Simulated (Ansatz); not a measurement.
In plane-wave PAW r²SCAN (Ansatz code), C in the cubic phase (I4_132; C on 8a) relaxes to a = 4.105 Å. C has 3 nearest neighbours from 1.45 Å (trigonal planar).

Electronic character: metallic (no gap).

An equation-of-state fit gives a bulk modulus of 266 GPa. The relaxed-ion elastic constants in GPa are C11 = 196, C12 = 302, C44 = -240.

The start of the workflow was typed in or built on a structure type; neither database checked (COD, Materials Project) lists it. It is not the phase usual at ambient conditions (space group No. 194, 227). The r²SCAN relaxation kept the symmetry of its start. At this level the phase is mechanically unstable. As this level gives no gap, shear constants depend on the k-mesh and smearing (Fermi–Dirac, 0.1 eV here).

Potentials: the later of the program's two PAW sets.
